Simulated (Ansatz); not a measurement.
ZnO$_{2}$:
```cif
data_O8Zn4
_chemical_formula_sum 'Zn4 O8'
_space_group_name_H-M_alt 'Pa-3'
_space_group_IT_number 205
_space_group_name_Hall '-P 2ac 2ab 3'
_cell_length_a 4.87263
_cell_length_b 4.87263
_cell_length_c 4.87263
_cell_angle_alpha 90.000
_cell_angle_beta 90.000
_cell_angle_gamma 90.000
loop_
_atom_site_label
_atom_site_type_symbol
_atom_site_symmetry_multiplicity
_atom_site_Wyckoff_symbol
_atom_site_fract_x
_atom_site_fract_y
_atom_site_fract_z
_atom_site_occupancy
Zn1 Zn 4 a 0.00000 0.00000 0.00000 1
O1 O 8 c 0.41224 0.41224 0.41224 1
```

Relaxed with r²SCAN.

Problem. Which orbitals make up the states near the band edges in r²SCAN in the plane-wave PAW code Ansatz?

Solution. Top 1 eV of the valence band: O 2p 82 %, Zn 3d 16 %. Bottom 1 eV of the conduction band: O 2p 68 %, Zn 4s 13 %, O 2s 13 %, outside the projected shells 6 %. Projections are on Löwdin-orthogonalised atomic valence shells; empty p or d shells of many metals are not among them.

Problem. Tabulate the density of states.

Solution. States/eV per cell of 12 atoms, in 0.25 eV bins, energy from the valence-band maximum.

```csv
E (eV),total,O 2p,Zn 3d,Zn 4s
-7.85,16.24,11.83,3.02,0.85
-7.60,1.94,1.39,0.41,0.08
-7.35,6.78,4.37,1.99,0.24
-7.10,11.42,7.07,3.80,0.32
-6.85,13.13,7.70,5.06,0.13
-6.60,13.15,7.18,5.62,0.07
-6.35,15.16,7.80,7.04,0.04
-6.10,4.42,1.89,2.45,0.02
-5.85,4.27,1.16,3.04,0.03
-5.60,13.41,2.42,10.75,0.11
-5.35,41.40,2.20,38.83,0.18
-5.10,38.73,3.24,34.88,0.33
-4.85,15.71,5.03,10.14,0.25
-4.60,12.69,5.21,6.83,0.26
-4.35,8.81,3.87,4.46,0.14
-4.10,5.38,2.76,2.36,0.08
-3.85,5.38,2.98,2.18,0.05
-3.60,7.18,3.78,3.08,0.06
-3.35,5.14,2.77,2.19,0.04
-3.10,3.10,1.90,0.95,0.14
-2.85,2.61,1.82,0.51,0.17
-2.60,3.21,2.47,0.44,0.19
-2.35,5.22,4.32,0.54,0.21
-2.10,7.82,6.60,0.81,0.19
-1.85,7.81,6.49,0.95,0.16
-1.60,5.09,4.22,0.69,0.05
-1.35,7.25,5.99,1.03,0.04
-1.10,6.59,5.40,0.99,0.03
-0.85,5.98,4.91,0.92,0.02
-0.60,5.81,4.78,0.91,0.01
-0.35,4.30,3.56,0.67,0.00
-0.10,0.99,0.83,0.15,0.00
0.15,0.00,0.00,0.00,0.00
0.40,0.00,0.00,0.00,0.00
0.65,0.00,0.00,0.00,0.00
0.90,0.00,0.00,0.00,0.00
1.15,0.00,0.00,0.00,0.00
1.40,0.00,0.00,0.00,0.00
1.65,0.00,0.00,0.00,0.00
1.90,0.00,0.00,0.00,0.00
2.15,0.00,0.00,0.00,0.00
2.40,0.00,0.00,0.00,0.00
2.65,0.00,0.00,0.00,0.00
2.90,2.33,1.20,0.01,0.59
3.15,3.10,1.79,0.02,0.66
3.40,3.58,2.36,0.03,0.54
3.65,5.98,4.32,0.04,0.59
3.90,13.03,10.21,0.08,0.71
4.15,3.98,3.29,0.02,0.14
4.40,0.05,0.03,0.00,0.01
4.65,0.12,0.06,0.00,0.03
4.90,0.20,0.10,0.00,0.06
5.15,0.33,0.16,0.00,0.11
5.40,0.48,0.23,0.00,0.18
5.65,0.69,0.32,0.00,0.27
5.90,0.96,0.43,0.00,0.41
6.15,1.54,0.65,0.00,0.72
6.40,1.63,0.64,0.00,0.82
6.65,1.93,0.69,0.00,1.05
6.90,3.03,0.99,0.00,1.75
7.15,3.77,1.12,0.00,2.28
7.40,6.16,1.66,0.00,3.87
7.65,9.58,2.44,0.00,6.27
```

The workflow started from a Materials Project entry (that database holds measured and hypothetical structures alike); the Crystallography Open Database copy checked does not list it. Whether it is the stable phase at ambient conditions was not checked. The cell was relaxed with r²SCAN under the symmetry of its start; whether a distortion lowers the energy is not shown.

Potentials: the later of the program's two PAW sets.
